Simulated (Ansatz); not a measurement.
YSi$_{2}$:
```
YSi2
1.0
    4.07024     0.00000     0.00000
   -2.03512     3.52493     0.00000
    0.00000     0.00000     4.00069
Y Si
1 2
Direct
  0.00000   0.00000   0.00000
  0.33333   0.66667   0.50000
  0.66667   0.33333   0.50000
```

Relaxed with r²SCAN. Special points in fractions of this cell's reciprocal vectors: Γ (0.000, 0.000, 0.000); M (0.500, 0.000, 0.000); K (0.333, 0.333, 0.000); A (0.000, 0.000, 0.500); L (0.500, 0.000, 0.500); H (0.333, 0.333, 0.500).

Question: List the band energies nearest the Fermi level at these points for r²SCAN with spin–orbit coupling (plane waves, PAW; program Ansatz).

Answer: In eV from the Fermi level; about four levels below and three above (degenerate sets whole), none deeper than 8.9 eV; points with the same levels are listed once.

```csv
k,below,above
Γ,-1.37 -1.37 -1.11 -1.11,1.01 1.01 1.07 1.07
M,-2.69 -2.69 -2.64 -2.64,0.81 0.81 1.68 1.68
K,-1.71 -1.71 -1.71 -1.71,1.02 1.02 1.06 1.06
A,-1.15 -1.15 -1.13 -1.13,0.05 0.05 0.73 0.73
L,-3.50 -3.50 -0.38 -0.38,3.73 3.73 3.87 3.87
H,-3.27 -3.27 -3.21 -3.21,1.65 1.65 2.79 2.79
```

Space group P6/mmm. Its axis ratio c/a = 0.98 departs by over 6 % from that of the usual cell of this phase: another minimum, or an error of the functional. The cell was relaxed with r²SCAN under the symmetry of its start; whether a distortion lowers the energy is not shown. The run is not spin-polarised.

Potentials: the later of the program's two PAW sets.
